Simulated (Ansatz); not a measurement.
A plane-wave run on LuTl₃

input.yaml (Ansatz 0.2.0)

```yaml
crystal:
  lattice:
    - [4.685083, 0.0, 0.0]
    - [0.0, 4.685083, 0.0]
    - [0.0, 0.0, 4.685083]
  atoms:
    - { symbol: Tl, position: [0.0, 0.5, 0.5] }
    - { symbol: Tl, position: [0.5, 0.0, 0.5] }
    - { symbol: Tl, position: [0.5, 0.5, 0.0] }
    - { symbol: Lu, position: [0.0, 0.0, 0.0] }
  symmetry: { tolerance: 0.0003 }
kpoints:
  mp_grid: { grid: [7, 7, 7], shift: [0, 0, 0] }
  band_path:
    path:
      - [0.0, 0.0, 0.0]
      - [0.0, 0.5, 0.0]
      - [0.5, 0.5, 0.0]
      - [0.0, 0.0, 0.0]
      - [0.5, 0.5, 0.5]
      - [0.0, 0.5, 0.0]
      - [0.5, 0.5, 0.5]
      - [0.5, 0.5, 0.0]
    npoints: 8
magnetization:
  spin_polarized: false
scf:
  occupations: { method: fermi_dirac }
  lower_state_search: "off"
  max_iter: 200
hamiltonian:
  pseudopotentials: { kind: paw }
  xc: r2scan
basis:
  ecutwfc: 500
  fft_grid_basis: typed
output:
  forces: true
  stress: true
  eigenvalues: true
  bader: true
  populations: true
  elf: true
  write_potential: true
  volumetric_format: npy
  dos:
    e_range: [-12, 8]
    de: 0.05
    projected: { site_lists: { Lu: [Lu], Tl: [Tl] } }
checkpoint:
  read: saved_state
```

The saved state is an earlier solution for the same cell, perhaps on another mesh. 

Parts of the output:

```
Lu: projections on atomic orbitals take those of the free atom [Kr 4d10] 4f14 5s2 5p6 5d1 6s2, of charge +0.00 (hamiltonian.pseudopotentials.projection_atoms); the dataset's partial waves leave at most 5.1e-5 of an orbital's norm unspanned inside its sphere
Pseudopotentials: kind: paw
Pseudopotential: Tl, paw, valence charge 13, recommended cutoff 500 eV (meta_gga), Tl.paw.azcp
Pseudopotential: Lu, paw, valence charge 25, recommended cutoff 500 eV (meta_gga), Lu.paw.azcp
Functional definition: r2SCAN
  exchange = r2scan_x(k0 = k0, k1 = k1, a1 = a1)
  correlation = r2scan_c
Crystal: 4 atoms, lattice volume = 102.838 Å³
Basis set: ecut = 500 eV, 2553 PW (Γ), exchange–correlation on 144×144×144 points (64 copies of the dense FFT grid, shifted against one another)
Bands: 39, of which v1, the nominal top of the filled ones, is band 32 counted from 1 (31 counted from 0)
Symmetry: 48 space group operations
Space group: Pm-3m (ITA 221), of the structure as read, at distance tolerance 1.4e-3 Å
k-points: 20 of 343
Initial density: read from a saved state, or passed on in memory by an earlier SCF of this step, an earlier step, the calling program or the single point that the run made first
Functional: x = r2scan, c = r2scan; τ floored in thin density (d = 2e-4 eV/Å³)
SCF iter   1: F=-49120.1877 eV  Δρ=1.19e-3  dr2=1.23e-3  dr2_τ=4.26e-4
SCF iter   2: F=-49120.1880 eV  Δρ=6.76e-4  dr2=4.40e-4  dr2_τ=2.91e-5
SCF iter   3: F=-49120.1882 eV  Δρ=2.14e-4  dr2=5.32e-5  dr2_τ=9.41e-7
SCF iter   4: F=-49120.1882 eV  Δρ=1.01e-4  dr2=1.05e-5  dr2_τ=7.70e-7
SCF iter   5: F=-49120.1882 eV  Δρ=4.90e-5  dr2=2.29e-6  dr2_τ=2.81e-7
SCF iter   6: F=-49120.1882 eV  Δρ=2.61e-5  dr2=8.15e-7  dr2_τ=3.54e-8
SCF iter   7: F=-49120.1882 eV  Δρ=1.04e-5  dr2=1.57e-7  dr2_τ=3.35e-9
SCF iter   8: F=-49120.1882 eV  Δρ=2.36e-6  dr2=6.11e-9  dr2_τ=9.79e-10
Free energy (F): -49120.1882 eV
Harris-Foulkes:  -49120.1882 eV  (|F-HF|=5.06e-9)
Internal energy: -49120.1293 eV  (E = F + TS)
E sigma→0 (E₀):  -49120.1587 eV
Entropy (-TS):   -0.0589 eV (-14.730 meV/atom)
Fermi energy:    13.0711 eV
--- Per-component energies (eV) ---
  E_band       = 47.8068
  E_kinetic    = 1426.1749
  E_local      = -9591.1847  (includes V_loc(G=0)·N_el)
  E_nonlocal   = 1520.6128
  E_hartree    = 3942.3385
  E_xc         = -869.0992
  E_vxc        = -761.9879  (∫ρ·V_xc dr)
  E_paw        = -37963.6372  (= ΣΔE_a)
  E_vpaw       = -482.8992  (= ΣTr[D̂ρ^β])
  E_aug_tail   = 0.0000  (compensation charges beyond the density's cutoff)
  E_vtau       = 52.4145  (kinetic-family band-sum trace: ∫τ·v_τ [+ j·A + Jᵃ·Aᵃ] dr)
  E_ewald      = -7589.1312
  E_core_change = 3.7968  (= ΣΔE_core)
  E_smearing   = -0.0589  (= −TS)
--- Stress (GPa, compression-positive) ---
        0.2490       0.0000       0.0000
        0.0000       0.2490       0.0000
        0.0000       0.0000       0.2490
  P = ⅓ Tr σ = 0.2490 GPa (2.490 kbar)
--- Löwdin populations: 4 sites ---
  site symbol       q [e]
     0     Tl     13.1549
     1     Tl     13.1549
     2     Tl     13.1549
     3     Lu     24.4549
  spilling = 0.0013 (of n_electrons = 64.0000)
--- Bader charges: 4 sites ---
  site symbol  charge [e]  shift [e]
     0     Tl     -0.5065     0.0000
     1     Tl     -0.5065     0.0000
     2     Tl     -0.5065     0.0000
     3     Lu      1.5196     0.0000
```

Origin: a database entry at a rescaled volume.
